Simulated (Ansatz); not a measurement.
LaAu₂:
```yaml
crystal:
  lattice:
    - [-2.36254, 3.70730, 4.15052]
    - [2.36254, -3.70730, 4.15052]
    - [2.36254, 3.70730, -4.15052]
  atoms:
    - { symbol: La, position: [0.24035, 0.49035, 0.75000] }
    - { symbol: La, position: [0.75965, 0.50965, 0.25000] }
    - { symbol: Au, position: [0.34459, 0.83456, 0.51003] }
    - { symbol: Au, position: [0.65541, 0.16544, 0.48997] }
    - { symbol: Au, position: [0.82453, 0.83456, 0.98997] }
    - { symbol: Au, position: [0.17547, 0.16544, 0.01003] }
```

Relaxed with r²SCAN. Special points in fractions of this cell's reciprocal vectors: Γ (0.000, 0.000, 0.000); X (0.500, 0.500, -0.500); F2 (0.331, 0.669, -0.331); Σ0 (-0.331, 0.331, 0.331); Y0 (0.449, -0.449, 0.449); U0 (0.551, 0.449, -0.449); R (0.000, 0.500, 0.000); W (0.250, 0.250, 0.250); S (0.500, 0.000, 0.000); T (0.000, 0.000, 0.500).

List the band energies nearest the Fermi level at these points for DFT-r²SCAN in the program Ansatz with PAW potentials.

In eV from the Fermi level; about four levels below and three above (degenerate sets whole), none deeper than 8.9 eV; points with the same levels are listed once.

```tsv
k	below	above
Γ	-0.86 -0.11 -0.08 -0.02	0.67 0.85 1.47
X	-3.35 -3.29 -2.50 -2.18	0.85 0.93 1.50
F2	-2.65 -1.69 -0.92 -0.65	0.55 0.87 1.36
Y0	-3.47 -3.38 -2.38 -1.93	0.87 0.89 1.48
R	-2.34 -1.63 -0.93 -0.16	0.80 0.85 0.86
W	-2.55 -2.55 -0.19 -0.19	1.38 1.38 1.56 1.56
S	-3.88 -3.78 -1.13 -0.96	0.38 0.55 0.86
T	-2.26 -2.26 -0.29 -0.29	1.38 1.38 1.48 1.48
```

Space group Imma. The workflow started from a Materials Project entry (that database holds measured and hypothetical structures alike); the Crystallography Open Database copy checked does not list it. Its standing as an ambient phase is unchecked. Symmetry was held in the r²SCAN relaxation; whether a distortion lowers the energy is not shown. Scalar-relativistic: spin–orbit coupling is off unless named, which matters more the heavier the elements.

Potentials: the later of the program's two PAW sets.
